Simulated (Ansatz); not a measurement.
Below is a relaxed structure of Ti2B3. The cell was found from a structure generator's guess, not taken from experiment.

The calculation used DFT PBE, scalar-relativistic, plane waves, PAW in Ansatz 0.2.0. Cutoff 420 eV, Γ-centred mesh, Gaussian smearing, no spin polarisation.

```
Ti B
1.0
     3.21129    0.00000    0.00000
     0.00000    3.21129    0.00000
     0.00000    0.00000    4.84878
Ti B
2 3
Direct
  0.50000 0.00000 0.68753
  0.00000 0.50000 0.31247
  0.50000 0.50000 0.00000
  0.00000 0.50000 0.79943
  0.50000 0.00000 0.20057
```

Energies over the elements count from the elements' standard structures at the same level, with no fitted energy shifts.

(1) What space group does it have?

(2) What is its formation energy per atom?

(3) Is it a metal?

Answers

(1) P-4m2 (No. 115). Conventional cell: a = 3.211 Å, c = 4.849 Å. Ti is surrounded by 8 B at 2.21–2.49 Å and 4 Ti at 2.91 Å; around B on a site of symmetry -4m2 lie 4 B at 1.88 Å and 4 Ti at 2.21 Å; B on a site of symmetry 2mm has 2 B at 1.88 Å and 6 Ti at 2.33–2.49 Å.

(2) −0.51 eV/atom. It lies below the elements, which doesn't yet make it stable against other compounds or structures.

(3) Yes, bands cross the Fermi level on the 12×12×8 mesh.

The last run used a 12×12×8 mesh (in the run's order of axes) for its 5-atom cell and Gaussian smearing of 0.10 eV. This cell was reached by moving the atoms of another relaxed cell at random and relaxing again, last within the group found; it had no such test of its own.
